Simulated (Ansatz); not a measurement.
Relaxed-ion elastic tensor of WSe2 in space group P6_3/mmc (No. 194; W on 2c, Se on 4f) in GPa (Voigt order), LDA (plane waves, PAW; program Ansatz); density 9.68 g/cm³, 19.54 Å³ per atom.

|  | 1 | 2 | 3 | 4 | 5 | 6 |
|---|---|---|---|---|---|---|
| 1 | 211 | 40.4 | 12.3 | 0.0 | 0.0 | 0.0 |
| 2 | 40.4 | 211 | 12.3 | 0.0 | 0.0 | 0.0 |
| 3 | 12.3 | 12.3 | 51.8 | 0.0 | 0.0 | 0.0 |
| 4 | 0.0 | 0.0 | 0.0 | 20.9 | 0.0 | 0.0 |
| 5 | 0.0 | 0.0 | 0.0 | 0.0 | 20.9 | 0.0 |
| 6 | 0.0 | 0.0 | 0.0 | 0.0 | 0.0 | 85.1 |

Question: Is the crystal mechanically stable?

Answer: Yes: the smallest eigenvalue of C is 20.9 GPa.

Question: Work out the Voigt, Reuss and Hill averages.

Answer: K_V = 67.0, K_R = 41.6, K_H = 54.3; G_V = 52.6, G_R = 33.1, G_H = 42.8 GPa.

Question: Give Young's modulus, Poisson's ratio, Pugh's ratio and the universal anisotropy index.

Answer: E = 9KG/(3K + G) = 102 GPa; ν = 0.19; K/G = 1.27 (brittle by the Pugh limit of 1.75); A_U = 5G_V/G_R + K_V/K_R − 6 = 3.55.

Question: Estimate the sound speeds and the Debye temperature.

Answer: v_l = √((K + 4G/3)/ρ) = 3390 m/s, v_t = √(G/ρ) = 2100 m/s, mean 2320 m/s; Θ = (h/k)(3n/4πV)^(1/3) v_m = 256 K.

Question: How much does each axis shrink under pressure?

Answer: Linear compressibilities β_i = Σ_j S_ij (j = 1 to 3): x 3.1, y 3.1, z 18 per TPa.

The LDA relaxation kept the symmetry of its start; phonons on a q-mesh show no instability. The run is not spin-polarised. A crystal of weakly bound layers computed without a dispersion correction: the cell and the soft elastic constants depend strongly on that. Scalar-relativistic: spin–orbit coupling is off unless named, which matters more the heavier the elements.

Potentials: the later of the program's two PAW sets.
